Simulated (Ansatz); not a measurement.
The relaxed structure here is a generated cell of Bi2Se3: the first start was made by a random draw of sites in a space group, and the end was not matched to a known phase here, so it may be hypothetical. Known forms of Bi2Se3 include space group No. 166.

One stationary structure of Bi₂Se₃. Space group P6₃/mcm (No. 193). Computed with r2SCAN (plane waves to 500 eV, PAW, scalar-relativistic; Ansatz, a first-principles code).

```cif
data_Bi4Se6
_chemical_formula_sum 'Bi4 Se6'
_space_group_name_H-M_alt 'P63/mcm'
_space_group_IT_number 193
_space_group_name_Hall '-P 6c 2'
_cell_length_a 7.00746
_cell_length_b 7.00746
_cell_length_c 7.26682
_cell_angle_alpha 90.000
_cell_angle_beta 90.000
_cell_angle_gamma 120.000
loop_
_atom_site_label
_atom_site_type_symbol
_atom_site_symmetry_multiplicity
_atom_site_Wyckoff_symbol
_atom_site_fract_x
_atom_site_fract_y
_atom_site_fract_z
_atom_site_occupancy
Bi1 Bi 4 d 0.33333 0.66667 0.00000 1
Se1 Se 6 g 0.33111 0.33111 0.75000 1
```

For Bi2Se3, the volume per atom is 30.90 Å³, the band gap comes out as 0.59 eV, indirect (valence top at Γ, conduction bottom at A) (no spin-orbit coupling) and the smallest direct gap is 1.14 eV at A. The shortest distances comes out as Bi–Se 2.97 Å and the k-mesh comes out as 6×6×5.

Band energies at high-symmetry points (eV from the VBM; labels of this space group; no spin-orbit coupling), from −5 eV up to 5.5 eV:

```
point                                                                                                                                                                 energies
-----  -----------------------------------------------------------------------------------------------------------------------------------------------------------------------
Γ             -4.34 -4.34 -4.17 -4.17 -3.71 -3.71 -3.53 -3.04 -3.04 -2.63 -1.60 -1.30 -1.30 -1.17 -1.17 -1.02 0.00 1.41 2.09 2.33 2.33 2.68 2.68 2.92 2.92 3.04 3.04 4.21 4.27
M       -4.85 -4.71 -4.24 -3.56 -3.18 -2.93 -2.86 -2.63 -2.50 -2.33 -2.05 -1.88 -1.59 -1.41 -1.35 -0.94 -0.61 0.70 0.97 1.91 1.99 2.07 2.19 3.26 3.27 3.43 3.85 3.95 4.26 5.16
K             -4.94 -3.65 -3.47 -3.45 -3.45 -2.65 -2.65 -2.62 -1.88 -1.88 -1.88 -1.70 -1.19 -1.19 -0.89 -0.89 0.71 1.21 1.21 1.29 2.02 2.02 3.47 3.67 3.67 3.77 3.77 4.43 5.24
A      -4.82 -4.82 -4.82 -4.82 -3.59 -3.59 -3.36 -3.36 -2.03 -2.03 -2.03 -2.03 -1.40 -1.40 -1.40 -1.40 -0.54 -0.54 0.59 0.59 0.59 0.59 1.97 1.97 3.68 3.68 4.03 4.03 4.03 4.03
L      -4.65 -4.65 -4.04 -4.04 -3.77 -3.77 -3.37 -3.37 -2.90 -2.90 -2.08 -2.08 -2.08 -2.08 -1.45 -1.45 -0.86 -0.86 1.66 1.66 1.93 1.93 2.56 2.56 2.92 2.92 3.26 3.26 3.60 3.60
H      -4.28 -4.28 -4.28 -4.28 -4.26 -4.26 -2.95 -2.95 -2.36 -2.36 -2.36 -2.36 -2.24 -2.24 -1.36 -1.36 -1.36 -1.36 2.29 2.29 2.29 2.29 2.29 2.29 2.74 2.74 3.19 3.19 3.19 3.19
```

No spin polarisation in the result. Spin-orbit coupling is missing; with elements this heavy it can move band edges by tenths of an eV or more.

The run could not lose the symmetry of its start, so the end can be a saddle point.
